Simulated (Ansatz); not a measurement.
AlNi (CsCl type)

```xyz
2
Lattice="2.8631 0.0000 0.0000 0.0000 2.8631 0.0000 0.0000 0.0000 2.8631" Properties=species:S:1:pos:R:3 pbc="T T T"
Al     0.0000     0.0000     0.0000
Ni     1.4316     1.4316     1.4316
```

The slice is a {100} plane (indices of the conventional cell) through the point (0.000, 0.000, 0.000) (fractional), spanned by u = [100] and v = [010] in vectors of this cell: u (2.86 Å) and v (2.86 Å, at 90° to u). It covers one period; positions are fractions (u, v).

Calculation: r2SCAN (plane waves to 500 eV, PAW, scalar-relativistic; Ansatz, a program for electronic structure). k mesh 16×16×16. Near the nuclei the fields are pseudised (PAW); where an atom keeps semicore shells as valence, they peak there. AlNi is run without spin polarisation. AlNi was relaxed with its symmetry unable to fall.

**Question.** Sketch the electrostatic potential energy of an electron, from the cell's mean on this plane as a map.

**Answer.** 
```
|xxxxxxxxxx =*###*= xxxxxxxxx|
|xxxxxxxxxx.=*###*=.xxxxxxxxx|
|xxxxxxxxxx:+*#%#*+:xxxxxxxxx|
|xxxxxxxxx -+#%%%#+- xxxxxxxx|
|xxxxxxxxx.=*#%%%#*=.xxxxxxxx|
|xxxxxxxx -+#%%@%%#+- xxxxxxx|
|xxxxxxx -+*#%@@@%#*+- xxxxxx|
|xxxxxx -+*#%@@@@@%#*+- xxxxx|
|xxxx .-+*#%@@@@@@@%#*+-. xxx|
|  .:-=+*#%@@@@@@@@@%#*+=-:. |
|===++*##%@@@@@@@@@@@%##*++==|
|****##%%@@@@@@@@@@@@@%%##***|
|####%%%@@@@@@@@@@@@@@@%%%###|
|###%%%@@@@@@@@@@@@@@@@@%%%##|
|####%%%@@@@@@@@@@@@@@@%%%###|
|****##%%@@@@@@@@@@@@@%%##***|
|===++*##%@@@@@@@@@@@%##*++==|
|  .:-=+*#%@@@@@@@@@%#*+=-:. |
|xxxx .-+*#%@@@@@@@%#*+-. xxx|
|xxxxxx -+*#%@@@@@%#*+- xxxxx|
|xxxxxxx -+*#%@@@%#*+- xxxxxx|
|xxxxxxxx -+#%%@%%#+- xxxxxxx|
|xxxxxxxxx.=*#%%%#*=.xxxxxxxx|
|xxxxxxxxx -+#%%%#+- xxxxxxxx|
|xxxxxxxxxx:+*#%#*+:xxxxxxxxx|
|xxxxxxxxxx.=*###*=.xxxxxxxxx|
|xxxxxxxxxx =*###*= xxxxxxxxx|
|xxxxxxxxxx =*###*= xxxxxxxxx|
```
Scale: ten equal steps from 1.00 (start of ' ') to 9.62 (end of '@'), in the order ' .:-=+*#%@'. Values: electrostatic potential energy of an electron, from the cell's mean, in eV. The map has 28 points along u (one character each, u = 0 at the left) and 28 along v (v = 0 in the bottom row). Points within 1 Å of a nucleus are blanked (x), as the pseudised field means little there. Values under 1 eV are set to 1. The zero, the cell's mean, hangs on the PAW cores.
